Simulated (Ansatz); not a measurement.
BN in space group P6_3/mmc (No. 194; B on 2c, N on 2d), PBE (plane waves, PAW; program Ansatz). The conduction-band minimum lies at Γ, with 1 equivalent valley. Second derivatives d²E/dk² of the lowest band at one valley (eV·Å²), along Cartesian directions:

```csv
direction,d²E/dk²
[100],8.522
[010],8.522
[001],19.90
[110],8.522
[101],14.21
[011],14.21
```

Q: Find the principal effective masses, the density-of-states mass and the conductivity mass.

A: Off-diagonal terms follow from H_xy = H[110] − (H_xx + H_yy)/2, and m*/mₑ = 7.620 eV·Å² over each eigenvalue: 0.38, 0.89, 0.89. One valley's DOS mass (m₁m₂m₃)^(1/3) = 0.67, conductivity mass 3/(Σ 1/mᵢ) = 0.62 mₑ.

Q: What effective density of states Nc follows at 300 K for parabolic valleys?

A: Nc = 2.509e19 × 1 × (0.67)^(3/2) ≈ 1.4e19 cm⁻³.

The cell was relaxed with PBE under the symmetry of its start. The volume lies over 15 % above that of the usual cell of this phase: another minimum, or an error of the functional. A crystal of weakly bound layers computed without a dispersion correction: the cell and the soft elastic constants depend strongly on that.

Potentials: the later of the program's two PAW sets.

Edges and masses are those of Kohn–Sham bands, whose gap is no quasiparticle gap.
